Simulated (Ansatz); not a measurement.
Input file for Ansatz (an electronic-structure program):

Ansatz 0.2 input:
```yaml
crystal:
  lattice:
    - [0.0, 3.5911595393, 3.5911595393]
    - [3.5911595393, 0.0, 3.5911595393]
    - [3.5911595393, 3.5911595393, 0.0]
  atoms:
    - { symbol: K, position: [0.0, 0.0, 0.0] }
    - { symbol: I, position: [0.5, 0.5, 0.5] }
kpoints:
  mp_grid: { grid: [6, 6, 6] }
basis: { xc_grid: 2 }
hamiltonian:
  xc: pbe
  pseudopotentials: { kind: paw }
scf:
  occupations: { method: fixed }
output:
  optics: { e_range: [0.0, 15.0], de: 0.05, sigma: 0.1, bands: { spectra_wanted_up_to: 12 eV } }
```

Output (shortened):

```
output.optics: the spectra are integrated over the Brillouin zone by k·p interpolation around the k-points, where levels, occupations, output.optics.sigma and …
Pseudopotential: K, paw, valence charge 9
Pseudopotential: I, paw, valence charge 17
Functional definition: PBE
Crystal: 2 atoms, lattice volume = 92.626 Å³
Basis set: ecut = 420 eV, 1837 PW (Γ), exchange–correlation on 72×72×72 points (8 copies of the dense FFT grid, shifted against one another)
Bands: 17, of which v1, the nominal top of the filled ones, is band 13 counted from 1 (12 counted from 0)
Symmetry: 48 space group operations
Space group: Fm-3m (ITA 225), of the structure as read, at distance tolerance 4.5e-5 Å
k-points: 16 of 216
SCF iter   1: F=—  HF=-9053.698296 eV  |F-HF|=—  |Δ(HF+E_count)|=         —  Δρ=2.18e-4  dr2=2.84e-5  ethr=1.77e-3  ⟨swp⟩=5.4  Hψ=1259  notcnv=0  defer=30
preconditioner: auto → none
SCF iter   2: F=—  HF=-9053.697730 eV  |F-HF|=—  |Δ(HF+E_count)|=   5.66e-4  Δρ=2.70e-4  dr2=1.32e-4  ethr=1.09e-7  ⟨swp⟩=3.8  Hψ=885  notcnv=0  defer=30
SCF iter   3: F=—  HF=-9053.697689 eV  |F-HF|=—  |Δ(HF+E_count)|=   4.05e-5  Δρ=1.38e-4  dr2=3.05e-5  ethr=1.09e-7  ⟨swp⟩=2.1  Hψ=481  notcnv=0  defer=30
SCF iter   4: F=—  HF=-9053.697689 eV  |F-HF|=—  |Δ(HF+E_count)|=   4.17e-8  Δρ=1.85e-5  dr2=4.08e-7  ethr=1.09e-7  ⟨swp⟩=2.0  Hψ=486  notcnv=0  defer=29
SCF iter   5: F=—  HF=-9053.697691 eV  |F-HF|=—  |Δ(HF+E_count)|=   2.04e-6  Δρ=4.38e-6  dr2=3.43e-8  ethr=1.57e-9  ⟨swp⟩=2.1  Hψ=481  notcnv=0  defer=26
SCF iter   6: F=—  HF=-9053.697691 eV  |F-HF|=—  |Δ(HF+E_count)|=   1.32e-8  Δρ=1.73e-6  dr2=6.26e-9  ethr=1.32e-10  ⟨swp⟩=3.0  Hψ=480  notcnv=0  defer=26
SCF iter   7: F=—  HF=-9053.697691 eV  |F-HF|=—  |Δ(HF+E_count)|=   2.97e-9  Δρ=4.62e-7  dr2=3.57e-10  ethr=2.41e-11  ⟨swp⟩=2.0  Hψ=480  notcnv=0  defer=26
SCF iter   8: F=—  HF=-9053.697691 eV  |F-HF|=—  |Δ(HF+E_count)|=  1.69e-10  Δρ=1.56e-7  dr2=4.07e-11  ethr=1.37e-12  ⟨swp⟩=2.0  Hψ=480  notcnv=0  defer=26
SCF iter   9: F=-9053.697691 eV  HF=-9053.697691 eV  |F-HF|=1.27e-11  |Δ(HF+E_count)|=  2.18e-11  Δρ=6.44e-8  dr2=7.03e-12  ethr=1.00e-12  ⟨swp⟩=6.9  Hψ=1282  notcnv=0
SCF 1 converged in 9 iterations: F = -9053.697691 eV  dr2 = 7.03e-12
NSCF: frozen V_eff on 16 k-points
Optics k sum: 0 of 16 k-points
Optics k sum: 1 of 16 k-points
Optics k sum: 2 of 16 k-points
Optics k sum: 3 of 16 k-points
Optics k sum: 4 of 16 k-points
Optics k sum: 5 of 16 k-points
Optics k sum: 6 of 16 k-points
Optics k sum: 7 of 16 k-points
Optics k sum: 8 of 16 k-points
Optics k sum: 9 of 16 k-points
Optics k sum: 10 of 16 k-points
Optics k sum: 11 of 16 k-points
Optics k sum: 12 of 16 k-points
Optics k sum: 13 of 16 k-points
Optics k sum: 14 of 16 k-points
Optics k sum: 15 of 16 k-points
Optics k sum: 16 of 16 k-points
Optics k sum: 0 of 16 k-points
Optics k sum: 1 of 16 k-points
Optics k sum: 2 of 16 k-points
Optics k sum: 3 of 16 k-points
Optics k sum: 4 of 16 k-points
Optics k sum: 5 of 16 k-points
Optics k sum: 6 of 16 k-points
Optics k sum: 7 of 16 k-points
Optics k sum: 8 of 16 k-points
Optics k sum: 9 of 16 k-points
Optics k sum: 10 of 16 k-points
Optics k sum: 11 of 16 k-points
Optics k sum: 12 of 16 k-points
Optics k sum: 13 of 16 k-points
Optics k sum: 14 of 16 k-points
Optics k sum: 15 of 16 k-points
Optics k sum: 16 of 16 k-points
NSCF: frozen V_eff on 1 k-points
NSCF: frozen V_eff on 1 k-points
output.optics: what the bands over the 33 summed would add to eps1, eps2 and the energy-loss function is held between a lower and an upper bound (9 Lanczos …
SCF converged after 9 iterations
Free energy (F): -9053.697691 eV
Harris-Foulkes:  -9053.697691 eV  (|F-HF|=1.27e-11)
Internal energy: -9053.697691 eV  (E = F + TS)
E sigma→0 (E₀):  -9053.697691 eV
Fermi energy:    1.892181 eV
--- Per-component energies (eV) ---
  E_band       = -531.231872
  E_kinetic    = 442.607535
  E_local      = -2887.714081  (includes V_loc(G=0)·N_el)
  E_nonlocal   = -77.462682
  E_hartree    = 1365.941912
  E_xc         = -263.263753
  E_vxc        = -293.497009  (∫ρ·V_xc dr)
  E_paw        = -5599.002520  (= ΣΔE_a)
  E_vpaw       = -447.049289  (= ΣTr[D̂ρ^β])
  E_aug_tail   = -0.000010  (compensation charges beyond the density's cutoff)
  E_ewald      = -2034.804091
  E_smearing   =  0.000000  (= −TS)
  E_closure    = 0.000000  (closes the sum)
  Σ components = -9053.697691   (vs F -9053.697691, Δ=0.00e0)
  [band-id]    e_kinetic+e_local+e_nonlocal+2·e_hartree+e_vxc+e_vpaw+e_augmentation_tail = -531.231712   (vs E_band -531.231872, Δ=1.60e-4)
--- Band table (eV; the first three rows and the last of 16) ---
  k-point 0: bands = ["-40.8106", "-40.8106", "-40.8082", "-40.8082", "-40.8082", "-26.6924", "-10.1746", "-10.1746", "-10.1746", "-8.5396", "1.8922", "1.8922", "1.8922", "5.7478", "8.4132", "8.4132", "8.4132"]
  k-point 1: bands = ["-40.8106", "-40.8106", "-40.8082", "-40.8082", "-40.8082", "-26.6920", "-10.2041", "-10.1751", "-10.1751", "-8.4830", "1.5109", "1.8127", "1.8127", "6.3443", "8.3181", "8.6898", "8.6898"]
  k-point 2: bands = ["-40.8106", "-40.8106", "-40.8082", "-40.8082", "-40.8082", "-26.6912", "-10.2586", "-10.1761", "-10.1761", "-8.3732", "0.9256", "1.6643", "1.6643", "7.1595", "8.7925", "9.3545", "9.3545"]
  k-point 15: bands = ["-40.8106", "-40.8106", "-40.8082", "-40.8082", "-40.8081", "-26.6903", "-10.2063", "-10.2053", "-10.1946", "-8.3838", "1.0896", "1.3757", "1.3981", "7.5906", "8.1571", "9.2122", "10.0365"]
```

Cost: roughly 19 core-seconds on shared cores.

The PBE relaxation kept the symmetry of its start; phonons on a q-mesh show no instability. Scalar-relativistic: spin–orbit coupling is off unless named, which matters more the heavier the elements.

Potentials: the later of the program's two PAW sets.

Ansatz is a plane-wave DFT program.
